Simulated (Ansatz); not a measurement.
RuP2 (space group Pnnm)

```
CELL_PARAMETERS angstrom
      5.10265     0.00000     0.00000
      0.00000     5.86860     0.00000
      0.00000     0.00000     2.86199
ATOMIC_POSITIONS crystal
  P  0.33753 0.87183 0.50000
  P  0.66247 0.12817 0.50000
  P  0.83753 0.62817 0.00000
  P  0.16247 0.37183 0.00000
  Ru 0.50000 0.50000 0.50000
  Ru 0.00000 0.00000 0.00000
```

The slice is a (010) plane (indices of the conventional cell) through the point (0.163, 0.372, 0.000) (fractional), spanned by u = [001] and v = [100] in vectors of this cell: u (2.86 Å) and v (5.10 Å, at 90° to u). It covers one period; positions are fractions (u, v).

Computed with PBEsol (plane waves to 420 eV, PAW, scalar-relativistic; Ansatz, a program for electronic structure). k mesh 7×6×11. Near the nuclei the fields are pseudised (PAW); where an atom keeps semicore shells as valence, they peak there. RuP2 is run without spin polarisation. RuP2 was relaxed with its symmetry unable to fall.

Three fields on this plane, each scaled to ten steps between its own extremes (0 low, 9 high; the total valence density on a logarithmic scale, the potential cut 8 eV below its top; x marks points blanked near nuclei; v = 0 in the bottom row):

Map A
```
|xxxxxx0000000xxxxx|
|xxxxxx0000000xxxxx|
|xxxxx000000000xxxx|
|xxxx10000000001xxx|
|xxx1100000000011xx|
|111100000000000111|
|110000000000000001|
|000000000000000000|
|000000000000000000|
|000000000000000000|
|000000000000000000|
|000000111111100000|
|000001111111110000|
|000011122222111000|
|000112222222221100|
|000122333233322100|
|000123432223432100|
|001234542124543210|
|0012467xxxxx764210|
|0012589xxxxx985210|
|001258xxxxxxx85210|
|001248xxxxxxx84210|
|0012369xxxxx963210|
|00012468xxx8642100|
|000112344544321100|
|001111122222111110|
|xxx1111111111111xx|
|xxxx11100000111xxx|
|xxxxx110000011xxxx|
|xxxxxx1000001xxxxx|
|xxxxxx0000000xxxxx|
|xxxxxx0000000xxxxx|
```

Map B
```
|xxxxxx6544456xxxxx|
|xxxxxx5433345xxxxx|
|xxxxx653323356xxxx|
|xxxx65432123456xxx|
|xxx6543211123456xx|
|766543210001234566|
|555432100000123455|
|444322100000122344|
|333221100000112233|
|222211111011111222|
|111111111111111111|
|111122222222222111|
|111222333333322211|
|112233444544433221|
|122334556665543322|
|222345667776654322|
|223456778887765432|
|233457899999875433|
|3345679xxxxx976543|
|3345689xxxxx986543|
|334578xxxxxxx87543|
|444578xxxxxxx87544|
|4455689xxxxx986554|
|55566789xxx9876655|
|666667788888776666|
|777777777777777777|
|xxx7776666666777xx|
|xxxx87665556678xxx|
|xxxxx766555667xxxx|
|xxxxxx7655567xxxxx|
|xxxxxx7554557xxxxx|
|xxxxxx6544456xxxxx|
```

Map C
```
|xxxxxx9532359xxxxx|
|xxxxxx8532358xxxxx|
|xxxxx975333579xxxx|
|xxxx87543234578xxx|
|xxx5654322234565xx|
|112343322122334321|
|111222211111222211|
|001111111011111110|
|000111100000111100|
|000010000000001000|
|000000000000000000|
|000000000000000000|
|000000000000000000|
|000000000000000000|
|000000000100000000|
|000000111211100000|
|000011123332111000|
|000111124542111100|
|0011222xxxxx222110|
|0012333xxxxx333210|
|001234xxxxxxx43210|
|001233xxxxxxx33210|
|0012222xxxxx222210|
|00112223xxx3222110|
|011222235653222211|
|223333233433233332|
|xxx6543222223456xx|
|xxxx86421112468xxx|
|xxxxx852101258xxxx|
|xxxxxx6310136xxxxx|
|xxxxxx8421248xxxxx|
|xxxxxx9522259xxxxx|
```

Question: Assign the maps to these fields: density of the lowest conduction band (whole band as if filled, smooth part); density of the highest valence band (whole band, smooth part); valence electron density.

Answer: A is the density of the highest valence band (whole band, smooth part); B is the valence electron density; C is the density of the lowest conduction band (whole band as if filled, smooth part).
